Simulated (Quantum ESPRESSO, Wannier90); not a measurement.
**Wannier functions of TiO2 (rutile)**

```xyz
6
Lattice="4.5998 0.0000 0.0000 0.0000 4.5998 0.0000 0.0000 0.0000 2.9592" Properties=species:S:1:pos:R:3 pbc="T T T"
Ti     2.2999     2.2999     0.0000
Ti     0.0000     0.0000     1.4796
O     -1.3998    -1.3998     1.4796
O      1.3998     1.3998     1.4796
O     -0.9001     0.9001     0.0000
O      0.9001    -0.9001     0.0000
```

Cell from Materials Project (mp-2657), symmetrised, no further relaxation. COD (Crystallography Open Database) has the formula in 6 space groups, this one among them (matched by group alone). Level: PBE, no spin polarisation, no spin-orbit coupling; pw.x of Quantum ESPRESSO at 68 Ry with PseudoDojo potentials, 6×6×8 k-points, Wannier90. Density: 8×8×10 mesh, cold smearing 0.01 Ry.

A tight-binding model is made by disentanglement and projection with no localisation steps (num_iter = 0), so the 22 orbitals stay atom-like: hydrogen-like Ti: d; O: p, axes along x, y, z; frozen window up to 3.39 eV relative to the valence-band maximum. It follows pw.x to 0.3 meV rms for states up to 2.9 eV relative to the valence-band maximum. Matrix elements depend on this choice of orbitals and windows.

Question: What are the on-site energies relative to the valence-band maximum, and how fast do the hoppings decay?

Answer: 
| atom | orbitals | energy (eV) |
|---|---|---|
| Ti1 | dz2 | 2.53 |
| Ti1 | dxz dyz | 2.88 |
| Ti1 | dx2-y2 | 2.21 |
| Ti1 | dxy | 3.12 |
| Ti2 | dz2 | 2.53 |
| Ti2 | dxz dyz | 2.88 |
| Ti2 | dx2-y2 | 2.21 |
| Ti2 | dxy | 3.12 |
| O3 | pz | -1.68 |
| O3 | px py | -1.58 |
| O4 | pz | -1.68 |
| O4 | px py | -1.58 |
| O5 | pz | -1.68 |
| O5 | px py | -1.58 |
| O6 | pz | -1.68 |
| O6 | px py | -1.58 |

```csv
distance of the centres (Å),largest modulus (eV)
1–2,1.4
2–3,0.44
3–4,0.13
4–5,0.021
5–6,0.015
6–7,0.011
7–8,0.0038
8–9,0.0019
9–10,0.0010
10–11,0.00072
```
